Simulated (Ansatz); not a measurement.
Here is the system:

GaN:
```cif
data_Ga2N2
_chemical_formula_sum 'Ga2 N2'
_space_group_name_H-M_alt 'P 1'
_space_group_IT_number 1
_cell_length_a 2.96716
_cell_length_b 2.96716
_cell_length_c 5.03272
_cell_angle_alpha 90.000
_cell_angle_beta 90.000
_cell_angle_gamma 120.000
loop_
_space_group_symop_operation_xyz
  'x, y, z'
loop_
_atom_site_label
_atom_site_type_symbol
_atom_site_fract_x
_atom_site_fract_y
_atom_site_fract_z
_atom_site_occupancy
Ga1 Ga 0.00000 0.00000 0.00000 1
Ga2 Ga 0.00000 0.00000 0.50000 1
N1 N 0.33333 0.66667 0.25000 1
N2 N 0.66667 0.33333 0.75000 1
```

This is the r²SCAN-relaxed structure.

All from r²SCAN in the plane-wave PAW code Ansatz, unless another level is named. Estimate the electron effective mass.

0.23, 0.35, 0.35 mₑ (principal values).

Give the HSE06 gap on the r²SCAN cell.

2.67 eV.

What about the valence-band maximum?

on the Γ–M line, 30 % of the way from Γ.

Give the weight of the valence-edge state by species (Voronoi cells).

N 90 %, Ga 10 %.

And the weight of the conduction-edge state by species (Voronoi cells)?

Ga 80 %, N 20 %.

Space group P6_3/mmc (NiAs type). The start of the workflow was typed in or built on a structure type; the Crystallography Open Database copy checked does not list it. It is not the phase usual at ambient conditions (space group No. 186, 216). The cell was relaxed with r²SCAN under the symmetry of its start; whether a distortion lowers the energy is not shown. Spin–orbit coupling is left out wherever it is not named.

Potentials: the later of the program's two PAW sets.
